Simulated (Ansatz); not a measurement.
Ru:
Space group P6₃/mmc (No. 194); a = b = 2.6910 Å, c = 8.6393 Å, α = β = 90.00°, γ = 120.00°

```
atom  site  symmetry       x       y       z
----  ----  --------  ------  ------  ------
Ru      2a      -3m.  0.0000  0.0000  0.0000
Ru      2d      -6m2  0.6667  0.3333  0.2500
```

Relaxed with r²SCAN.

Which orbitals make up the states near the Fermi level in plane-wave PAW r²SCAN (Ansatz code)?

Within 0.5 eV of the Fermi level: Ru 4d 94 %. Projections are on Löwdin-orthogonalised atomic valence shells; empty p or d shells of many metals are not among them.

Tabulate the density of states.

States/eV per cell of 4 atoms, in 0.25 eV bins, energy from the Fermi level.

```tsv
E (eV)	total	Ru 4d	Ru 5s	Ru 4p
-7.85	0.16	0.00	0.14	0.00
-7.60	0.20	0.00	0.18	0.00
-7.35	0.25	0.01	0.22	0.00
-7.10	0.31	0.01	0.27	0.01
-6.85	0.38	0.02	0.32	0.01
-6.60	0.78	0.33	0.40	0.01
-6.35	2.39	1.74	0.59	0.02
-6.10	4.30	3.26	0.95	0.03
-5.85	5.00	3.91	1.00	0.04
-5.60	6.51	5.52	0.90	0.04
-5.35	6.19	5.45	0.66	0.04
-5.10	6.31	5.57	0.65	0.05
-4.85	4.70	4.32	0.32	0.04
-4.60	3.85	3.58	0.21	0.03
-4.35	3.63	3.41	0.16	0.03
-4.10	3.59	3.37	0.16	0.03
-3.85	4.60	4.25	0.27	0.04
-3.60	4.93	4.53	0.32	0.04
-3.35	5.25	4.94	0.23	0.03
-3.10	5.39	5.07	0.24	0.03
-2.85	6.61	6.19	0.29	0.04
-2.60	5.01	4.64	0.26	0.03
-2.35	6.13	5.74	0.28	0.03
-2.10	6.48	6.03	0.34	0.03
-1.85	5.35	4.91	0.32	0.03
-1.60	5.71	5.20	0.35	0.03
-1.35	4.53	4.15	0.26	0.02
-1.10	3.65	3.34	0.20	0.01
-0.85	3.64	3.36	0.19	0.01
-0.60	3.58	3.29	0.19	0.01
-0.35	4.40	4.10	0.19	0.01
-0.10	4.58	4.31	0.16	0.01
0.15	3.88	3.64	0.14	0.01
0.40	3.50	3.27	0.14	0.01
0.65	3.96	3.74	0.13	0.01
0.90	4.13	3.92	0.14	0.00
1.15	4.80	4.59	0.15	0.00
```

Space group P6_3/mmc (dhcp (α-La type)). The start of the workflow was typed in or built on a structure type. Its sites differ from those of the usual phase in this space group: another stacking or structure type. Symmetry was held in the r²SCAN relaxation; whether a distortion lowers the energy is not shown. The run is not spin-polarised. Axis ratios of metals converge slowly with the k-mesh, so a and c are less sure than the volume. Spin–orbit coupling is left out wherever it is not named.

Potentials: the later of the program's two PAW sets.
